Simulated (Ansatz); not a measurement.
This In₅Sb₂As₃ structure is the end of a relaxation. The cell was found from a structure generator's guess, not taken from experiment.

The calculation used DFT PBE, scalar-relativistic, plane waves, PAW in Ansatz. Cutoff 420 eV, Γ-centred mesh, Gaussian smearing, no spin polarisation.

```yaml
crystal:
  lattice:
    - [2.95440, 0.00000, 0.00000]
    - [0.00000, 6.01340, 0.00000]
    - [0.00000, 0.00000, 15.37649]
  atoms:
    - { symbol: In, position: [0.00000, 0.00000, 0.59968] }
    - { symbol: In, position: [0.00000, 0.00000, 0.79794] }
    - { symbol: In, position: [0.00000, 0.00000, 0.00000] }
    - { symbol: In, position: [0.00000, 0.00000, 0.20206] }
    - { symbol: In, position: [0.00000, 0.00000, 0.40032] }
    - { symbol: Sb, position: [0.00000, 0.50000, 0.81421] }
    - { symbol: Sb, position: [0.00000, 0.50000, 0.18579] }
    - { symbol: As, position: [0.00000, 0.50000, 0.00000] }
    - { symbol: As, position: [0.00000, 0.50000, 0.41999] }
    - { symbol: As, position: [0.00000, 0.50000, 0.58001] }
```

The zero of energy is the elements' standard structures at the same level; no fitted shifts are applied.

Q: Find its symmetry and describe it.

A: Pmmm (No. 47). Conventional cell: a = 2.954 Å, b = 6.013 Å, c = 15.376 Å. In on a site of symmetry mm2 has 4 In at 2.95–3.07 Å and 2 As at 3.02 Å; In on a second site of symmetry mm2 has 4 In at 2.95–3.11 Å and 2 Sb at 3.02 Å; Sb has 1 As at 2.86 Å, 2 Sb at 2.95 Å and 2 In at 3.02 Å; As on a site of symmetry mmm has 2 Sb at 2.86 Å, 2 As at 2.95 Å and 2 In at 3.01 Å; 2 more sites not described.

Q: How far does it lie from the elements in energy?

A: +0.11 eV/atom. The separate elements lie lower, so it is unstable against them.

Q: Is it a metal?

A: Yes, bands cross the Fermi level on the 12×8×4 mesh.

The last run used a 12×8×4 mesh (in the run's order of axes) for its 10-atom cell and Gaussian smearing of 0.10 eV. The end has Pmm2 (No. 25) at a tolerance of 0.01 Å; the cell shown is made exact in the group found at 0.05 Å. Spin–orbit coupling, which can matter for Sb, is left out. The reference form of As is held partly by dispersion forces, which this level lacks. Symmetry constrained the relaxation, so the result can be a saddle point.
